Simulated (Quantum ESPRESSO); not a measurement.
# Al4NbInHfSn: one composition in several site orders

A calculation, not a measurement. The program is pw.x of Quantum ESPRESSO 7.5 (plane-wave density functional theory). The cell is made up: eight metal atoms on a hexagonal close-packed lattice, with elements, volume, strain and displacements drawn at random and not relaxed, so it may be unstable or far from any real phase. PseudoDojo standard norm-conserving files set the functional (PBE unless stated); there is no spin polarisation or spin-orbit coupling, the Fermi-Dirac width of 0.25 eV means electrons at about 2900 K, and the masses in the input are unused placeholders. The tin pseudopotential is less sure than most, with forces differing by about three percent from a second method on plain tin. Heavy elements are run without spin-orbit coupling, which real alloys of them have. A spin test at this wide smearing found no moment, but such smearing suppresses magnetism that the real alloy may have.

The runs put one composition on the sites in different orders. Cell, positions, cutoff, mesh and smearing stay as in the input of run 1; sites are counted in its order. Stress in the tables is positive in tension.

Input of run 1:

```
&control calculation='scf', pseudo_dir='./dojo.nc.sr.pbe.v0_5.standard.upf', outdir='./o', disk_io='minimal', tprnfor=.true., tstress=.true. /
&system ibrav=0, nat=8, ntyp=5, nbnd=42, ecutwfc=82.02448710, nosym=.true., tot_charge=0,
 occupations='smearing', smearing='fd', degauss=0.0183746611
/
&electrons conv_thr=1.470e-08, electron_maxstep=70, mixing_beta=0.5 /
ATOMIC_SPECIES
Al 1.0 Al.upf
Hf 1.0 Hf.upf
In 1.0 In.upf
Nb 1.0 Nb.upf
Sn 1.0 Sn.upf
CELL_PARAMETERS angstrom
3.0312 -0.022 -0.0192
1.5647 -2.559 -4.7897
1.4885 7.7571 -4.8584
ATOMIC_POSITIONS angstrom
Al 0.0793 0.0531 0.1545
Al 1.4625 2.476 -4.8269
Al 1.5485 -0.8728 -2.4384
Nb 3.1785 1.7647 -7.2239
Al 2.9968 4.974 -4.795
In 3.0281 0.0576 -4.7533
Hf 3.2001 1.6465 -2.3276
Sn 4.4949 4.3319 -7.2689
K_POINTS automatic
8 4 3 1 1 1
```

```
run  elements on sites 1 to 8  free energy less that of run 1 (eV)  -TS (eV)  pressure (GPa)  stress xx (GPa)  stress yy (GPa)  stress zz (GPa)  stress yz (GPa)  stress xz (GPa)  stress xy (GPa)  iterations
  1   Al Al Al Nb Al In Hf Sn                                0.000    -0.989            5.74            -6.93            -4.26            -6.04            -0.27            -0.99            -1.31          14
  2   Sn Al Nb Al Al Hf In Al                                0.128    -0.967            6.68            -6.81            -4.26            -8.96            -0.81            -1.20            -0.74          14
  3   Sn Hf In Nb Al Al Al Al                                0.419    -1.008            6.74            -5.54            -5.41            -9.28            -2.78            -0.02            -1.07          14
  4   Sn Al In Al Nb Al Al Hf                                0.676    -1.033            6.85            -4.71            -5.16           -10.66            -1.73            -0.53             0.14          13
  5   In Nb Al Sn Al Al Al Hf                               -0.239    -0.946            4.86            -4.36            -4.56            -5.66            -1.84            -1.22            -0.70          14
  6   Al Al In Hf Sn Al Nb Al                               -0.279    -0.964            5.15            -5.50            -4.82            -5.12            -0.67            -0.47            -1.08          12
```

Forces Fx Fy Fz (eV/Å):

| site | run 1 | run 2 | run 3 | run 4 | run 5 | run 6 |
| --- | --- | --- | --- | --- | --- | --- |
| 1 | -0.19 -0.67 -1.29 | -0.35 -1.55 -1.43 | -0.09 -0.74 -1.34 | -0.41 -0.91 -2.32 | -0.36 -0.26 -2.03 | -0.09 -0.08 -0.70 |
| 2 | 0.46 0.61 0.41 | 0.24 0.84 -0.35 | 0.19 0.57 0.65 | 0.15 0.42 0.23 | 0.46 0.31 1.39 | 0.47 -0.65 0.85 |
| 3 | 0.09 0.56 1.19 | 0.08 -1.04 2.41 | -0.06 0.48 1.26 | -0.05 1.06 1.28 | -0.03 0.39 0.71 | 0.07 0.49 0.81 |
| 4 | -0.53 -0.19 -0.39 | -0.14 0.33 0.01 | -0.17 -0.57 -0.51 | -0.43 -0.58 0.02 | -0.62 -0.64 -0.30 | -0.74 -0.31 1.06 |
| 5 | 0.17 0.30 0.30 | 0.03 -0.03 -0.33 | 0.16 0.26 -0.14 | 0.28 0.10 0.32 | 0.09 0.04 -0.65 | 0.30 0.82 -0.90 |
| 6 | 0.34 -0.15 -0.06 | 0.49 0.91 -0.60 | 0.04 0.35 -0.74 | 0.14 1.05 -0.64 | 0.05 0.33 0.09 | 0.19 0.16 -0.90 |
| 7 | -0.65 -0.09 -0.42 | -0.54 0.71 -0.86 | -0.35 0.99 -0.23 | -0.15 0.58 -0.28 | -0.22 -0.26 -0.52 | -0.49 0.12 0.09 |
| 8 | 0.31 -0.37 0.27 | 0.20 -0.16 1.15 | 0.29 -1.35 1.03 | 0.46 -1.71 1.39 | 0.63 0.09 1.31 | 0.29 -0.56 -0.31 |

The sites are displaced and not relaxed, so the energy differences mix bonding between neighbours with strain and are not ordering energies. A rerun of one cell of this series at a higher cutoff and on a denser mesh moved values by no more than 0.007 eV in energy, 0.22 GPa in stress and 0.018 eV/Å in force, and a second program with other atomic files agreed on that cell to 2 % rms in force and 0.5 GPa in pressure.